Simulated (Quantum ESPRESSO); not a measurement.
## Kohn-Sham bands of HgS (zinc blende)

```yaml
crystal:
  lattice:
    - [0.00000, 2.96966, 2.96966]
    - [2.96966, 0.00000, 2.96966]
    - [2.96966, 2.96966, 0.00000]
  atoms:
    - { symbol: Hg, position: [0.00000, 0.00000, 0.00000] }
    - { symbol: S, position: [0.75000, 0.75000, 0.75000] }
```

Materials Project entry mp-1123; symmetrised, unrelaxed at this level. COD (Crystallography Open Database) has the formula in 4 space groups, this one among them (matched by group alone). Level: PBEsol, spinors with spin-orbit coupling; pw.x of Quantum ESPRESSO at 53 Ry with PseudoDojo potentials, 8×8×8 k-points, Wannier90. Density: 10×10×10 mesh, Gaussian smearing 0.01 Ry. With spin-orbit coupling a semilocal functional can close or falsely invert a small gap; the band order was not checked against a better method.

**Question.** List the Kohn-Sham levels between −8 and 3.0 eV relative to the Fermi level at the high-symmetry points, as a band run of pw.x on that density gives them (levels within 2 meV counted together).

**Answer.** 
```csv
point,k (reciprocal lattice),levels (eV)
Γ,0.000 0.000 0.000,"-7.68 (×4), -6.42 (×2), -5.73 (×4), -0.72 (×2), -0.14 (×4), -0.04 (×2)"
X,-0.500 -0.500 0.000,"-7.51 (×2), -7.06 (×2), -6.18 (×2), -5.60 (×2), -5.13 (×2), -4.69 (×2), -2.38 (×2), -2.24 (×2), 2.99 (×2)"
U,-0.375 -0.375 0.250,"-7.53, -7.37, -7.32, -6.89, -6.13, -5.99, -5.65, -5.44, -5.20, -5.13, -5.03, -4.75, -2.98, -2.68, -1.93, -1.84"
K,-0.375 0.000 0.375,"-7.53, -7.37, -7.32, -6.89, -6.13, -5.99, -5.65, -5.44, -5.20, -5.13, -5.03, -4.75, -2.98, -2.68, -1.93, -1.84"
L,0.000 0.000 0.500,"-7.62 (×2), -7.07 (×2), -6.16 (×2), -5.49 (×2), -5.41 (×2), -5.14 (×2), -1.05 (×2), -1.02 (×2), 1.36 (×2)"
W,-0.500 -0.250 0.250,"-7.44, -7.42, -7.33, -6.87, -6.08, -5.78, -5.77, -5.47, -5.41, -4.99, -4.90, -4.80, -2.93, -2.64, -2.45, -2.13"
```
